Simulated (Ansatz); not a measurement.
# ZnCu2: do energies and stresses tell the same story?

Method: DFT r2SCAN, scalar-relativistic, plane waves, PAW (Ansatz 0.2.0).

Settings: cutoff 500 eV, Γ-centred mesh 18×18×8 on the computed 3-atom cell, Gaussian smearing of 0.10 eV; no spin polarisation.

Relaxed cell: P-3m1, a = 2.592 Å, b = 2.592 Å, c = 6.260 Å, α = 90.00°, β = 90.00°, γ = 120.00°, 3 atoms in the primitive cell. Whether it is the stable form of this composition wasn't checked.

Energies at zero smearing and pressures from the stress tensor, at volumes with shape and atoms relaxed:
```
V (Å³/atom) E − E(first) (meV/atom) P (GPa)
     11.415                     0.00    10.10
     11.779                   -16.49     4.59
     12.143                   -21.54     0.00
     12.507                   -17.03    -3.83
     12.872                    -4.55    -7.02
```

Check P = −dE/dV between neighbouring volumes, and get the bulk modulus from the pressures alone.

With 1 eV/Å³ = 160.2 GPa:
```json
{"middle V (Å³/atom)": "11.597", "−ΔE/ΔV (GPa)": "7.253", "mean P (GPa)": "7.345"}
{"middle V (Å³/atom)": "11.961", "−ΔE/ΔV (GPa)": "2.220", "mean P (GPa)": "2.297"}
{"middle V (Å³/atom)": "12.325", "−ΔE/ΔV (GPa)": "-1.983", "mean P (GPa)": "-1.916"}
{"middle V (Å³/atom)": "12.690", "−ΔE/ΔV (GPa)": "-5.487", "mean P (GPa)": "-5.429"}
```

The two differ by 0.09 GPa at most. The mean of two end pressures misses the average over a step by about ΔV² P″/12, up to 0.08 GPa here; with that taken off 0.01 GPa remains. Around V = 12.143 Å³/atom, the two neighbours give B = −V ΔP/ΔV = 12.143 × 8.43 / 0.729 = 140.4 GPa, against B0 = 139.7 GPa from the Birch–Murnaghan fit of the energies.